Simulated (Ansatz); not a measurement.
Given:

Al₂Au:
```cif
data_Al2Au
_chemical_formula_sum 'Al2 Au1'
_space_group_name_H-M_alt 'P 1'
_space_group_IT_number 1
_cell_length_a 4.28573
_cell_length_b 4.28573
_cell_length_c 4.28573
_cell_angle_alpha 60.000
_cell_angle_beta 60.000
_cell_angle_gamma 60.000
loop_
_space_group_symop_operation_xyz
  'x, y, z'
loop_
_atom_site_label
_atom_site_type_symbol
_atom_site_fract_x
_atom_site_fract_y
_atom_site_fract_z
_atom_site_occupancy
Al1 Al 0.25000 0.25000 0.25000 1
Al2 Al 0.75000 0.75000 0.75000 1
Au1 Au 0.00000 0.00000 0.00000 1
```

This is the PBE-relaxed structure.

**Question.** All from plane-wave PAW PBE (Ansatz code), unless another level is named. Give the density of states at the Fermi level.

**Answer.** 0.31 states/eV per atom (mean over ±0.08 eV).

**Question.** Next, the formation energy from the elements (no fitted shifts)?

**Answer.** -0.43 eV/atom.

Space group Fm-3m (fluorite or antifluorite type). The PBE relaxation kept the symmetry of its start. The references are the lowest solids computed at this level, not always the standard phases. Spin–orbit coupling is left out wherever it is not named.

Potentials: the later of the program's two PAW sets.
